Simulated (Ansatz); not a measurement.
## HgH₂, one cell by several methods

```
CELL_PARAMETERS angstrom
3.26942 0.00000 0.00000
-1.63471 2.83140 0.00000
0.00000 0.00000 5.29733
ATOMIC_POSITIONS crystal
Hg 0.00000 0.00000 0.00000
H 0.33333 0.66667 0.17740
H 0.66667 0.33333 0.82260
```

Atoms are numbered in the order listed.

The structure comes from a relaxation in the same program, started in the CdI2 type, and has space group P-3m1. Whether it is a known phase or the ground state wasn't checked.

No spin–orbit coupling, which matters for the heavy atoms here.

All numbers are computed: DFT, PBE, PAW with Ansatz's default frozen-core files, scalar-relativistic (Ansatz 0.2.0); DFT, PBE, all-electron PAW with datasets made for the crystal, scalar-relativistic (Ansatz 0.2.0); DFT, PBE, all-electron LAPW, scalar-relativistic (Ansatz 0.2.0).

For PAW: a Γ-centred 15×15×8 k mesh, Fermi–Dirac smearing of 0.05 eV, cutoff 420 eV, no spin polarisation. The crystal-made all-electron datasets (AE datasets) take a cutoff of 260 eV at this cell. LAPW targets a basis error of 1 meV/atom. The Ansatz runs share mesh, smearing and spin set-up. Plane-wave (PAW) pressures include the program's estimate of the Pulay term.

Stress and pressure are positive in compression.

No spin–orbit coupling: at heavy atoms the gradients can be off by tens of per cent for that reason.

In a metal, gradients converge slowly with the k mesh: the values move by tens of per cent from one mesh to another, at times in sign, so only the comparison on one mesh counts.

Levels count from the Fermi level.

```json
{"quantity": "pressure (GPa)", "PAW": "-0.01", "AE datasets": "-0.03", "LAPW": "-0.03"}
{"quantity": "highest filled level at L (eV)", "PAW": "-1.800", "AE datasets": "-1.799", "LAPW": "-1.799"}
{"quantity": "lowest empty level at L (eV)", "PAW": "2.612", "AE datasets": "2.612", "LAPW": "2.612"}
{"quantity": "highest filled level at H (eV)", "PAW": "-0.775", "AE datasets": "-0.773", "LAPW": "-0.774"}
{"quantity": "lowest empty level at H (eV)", "PAW": "5.163", "AE datasets": "5.164", "LAPW": "5.163"}
{"quantity": "highest filled level at Γ (eV)", "PAW": "-2.895", "AE datasets": "-2.894", "LAPW": "-2.894"}
{"quantity": "lowest empty level at Γ (eV)", "PAW": "4.431", "AE datasets": "4.433", "LAPW": "4.433"}
{"quantity": "field gradient Vzz at Hg1 (10²¹ V/m²)", "PAW": "?", "AE datasets": "?", "LAPW": "–"}
```

Task: What belongs in the row "field gradient Vzz at Hg1 (10²¹ V/m²)", column "PAW"?

Result: 3.22.

Task: What belongs in the row "field gradient Vzz at Hg1 (10²¹ V/m²)", column "AE datasets"?

Result: 3.08.
